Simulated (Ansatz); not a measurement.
The slice is one period of a {100} plane through atoms; its size isn't given.

Method: r2SCAN (plane waves to 500 eV, PAW, scalar-relativistic; Ansatz, a quantum-chemistry and plane-wave program). Near the nuclei the fields are pseudised (PAW); where an atom keeps semicore shells as valence, they peak there.

```
|@@@%#*=-.       .-=*#%@@|
|@@%%#+=:.       .:=+#%%@|
|%%%#*+-:.       .:-+*#%%|
|###*+=-:.........:-=+*##|
|**++=-:....:::....:-=++*|
|===--:..:::::::::..:--==|
|--:::..::-------::..:::-|
|......::--=====--::.....|
|    ..:--==+++==--:..   |
|    ..:-==+++++==-:..   |
|    .::-=+++++++=-::.   |
|    .::-=+++++++=-::.   |
|    .::-=+++++++=-::.   |
|    ..:-==+++++==-:..   |
|    ..:--==+++==--:..   |
|......::--=====--::.....|
|--:::..::-------::..:::-|
|===--:..:::::::::..:--==|
|**++=-:....:::....:-=++*|
|###*+=-:.........:-=+*##|
|%%%#*+-:.       .:-+*#%%|
|@@%%#+=:.       .:=+#%%@|
|@@@%#*=-.       .-=*#%@@|
|@@@%#*=-.       .-=*#%@@|
```
Scale: ten equal steps from -0.75 (start of ' ') to 1.55 (end of '@'), in the order ' .:-=+*#%@'. Values: log₁₀ of the valence density in e/Å³. The map has 24 points along u (one character each, u = 0 at the left) and 24 along v (v = 0 in the bottom row). The scale is logarithmic, as a density can span decades between atoms and voids.

```
|xxxxxxxx@@%%**--                  --**%%@@xxxxxx|
|xxxxxxxx@@%%++::      ......      ::++%%@@xxxxxx|
|xxxxxx@@%%**--..    ..------..    ..--**%%@@xxxx|
|@@@@@@%%##==..    ..==++**++==..    ..==##%%@@@@|
|@@%%%%**==..    ..==**##%%##**==..    ..==**%%%%|
|****++--..    ::==##%%@@@@@@%%##==::    ..--++**|
|----::..    ::==##@@@@@@@@@@@@@@##==::    ..::--|
|          ..==##@@@@@@@@@@@@@@@@@@##==..        |
|        ..==##@@@@@@xxxxxxxxxx@@@@@@##==..      |
|      ..==**%%@@@@xxxxxxxxxxxxxx@@@@%%**==..    |
|    ..--++##@@@@@@xxxxxxxxxxxxxx@@@@@@##++--..  |
|    ..--**%%@@@@@@xxxxxxxxxxxxxx@@@@@@%%**--..  |
|    ..--++##@@@@@@xxxxxxxxxxxxxx@@@@@@##++--..  |
|      ..==**%%@@@@xxxxxxxxxxxxxx@@@@%%**==..    |
|        ..==##@@@@@@xxxxxxxxxx@@@@@@##==..      |
|          ..==##@@@@@@@@@@@@@@@@@@##==..        |
|----::..    ::==##@@@@@@@@@@@@@@##==::    ..::--|
|****++--..    ::==##%%@@@@@@%%##==::    ..--++**|
|@@%%%%**==..    ..==**##%%##**==..    ..==**%%%%|
|@@@@@@%%##==..    ..==++**++==..    ..==##%%@@@@|
|xxxxxx@@%%**--..    ..------..    ..--**%%@@xxxx|
|xxxxxxxx@@%%++::      ......      ::++%%@@xxxxxx|
|xxxxxxxx@@%%**--                  --**%%@@xxxxxx|
|xxxxxxxx@@@@**--                  --**@@@@xxxxxx|
```
Scale: ten equal steps from 0.10 (start of ' ') to 0.83 (end of '@'), in the order ' .:-=+*#%@'. Values: electron localisation function (ELF). The map has 24 points along u (two characters each, u = 0 at the left) and 24 along v (v = 0 in the bottom row). Points within 0.5 Å of a nucleus are blanked (x), as the pseudised field means little there.

Which relaxed crystal do these maps come from?
A) HfN (rock salt)
B) PbTe (rock salt)
C) TiC (rock salt)

A, HfN (rock salt). Atoms on the slice: N at (0.50, 0.50); Hf at (0.00, 0.00)

All were relaxed with their symmetry unable to fall. HfN is run without spin polarisation. Spin-orbit coupling is left out. TiC is run without spin polarisation.
